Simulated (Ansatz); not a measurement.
The relaxed structure here is a generated cell of TaS2: the first start was made by a random draw of sites in a space group, and the end was not matched to a known phase here, so it may be hypothetical. Known forms of TaS2 include space group No. 164.

One stationary structure of TaS2. Space group Fm-3m (No. 225), fluorite type. All values below come from PBEsol (plane waves to 420 eV, PAW, scalar-relativistic; Ansatz, a program for electronic structure).

```cif
data_S8Ta4
_chemical_formula_sum 'S8 Ta4'
_space_group_name_H-M_alt 'Fm-3m'
_space_group_IT_number 225
_space_group_name_Hall '-F 4 2 3'
_cell_length_a 5.97234
_cell_length_b 5.97234
_cell_length_c 5.97234
_cell_angle_alpha 90.000
_cell_angle_beta 90.000
_cell_angle_gamma 90.000
loop_
_atom_site_label
_atom_site_type_symbol
_atom_site_symmetry_multiplicity
_atom_site_Wyckoff_symbol
_atom_site_fract_x
_atom_site_fract_y
_atom_site_fract_z
_atom_site_occupancy
S1 S 8 c 0.25000 0.25000 0.25000 1
Ta1 Ta 4 a 0.00000 0.00000 0.00000 1
```
(The calculation used a cell of 3 atoms; values per cell refer to that cell.)

**Question.** What is the computed magnetic moment (PBEsol)?

**Answer.** Net 0.30 μB/atom, ferromagnetic.

Spin state reached: ferromagnetic (net 0.30 μB/atom); other spin orders were not run from this start.

The run could not lose the symmetry of its start: the end is stationary, and may be a saddle point rather than a minimum.

All atoms sit on sites fixed by symmetry, so only the cell could relax.
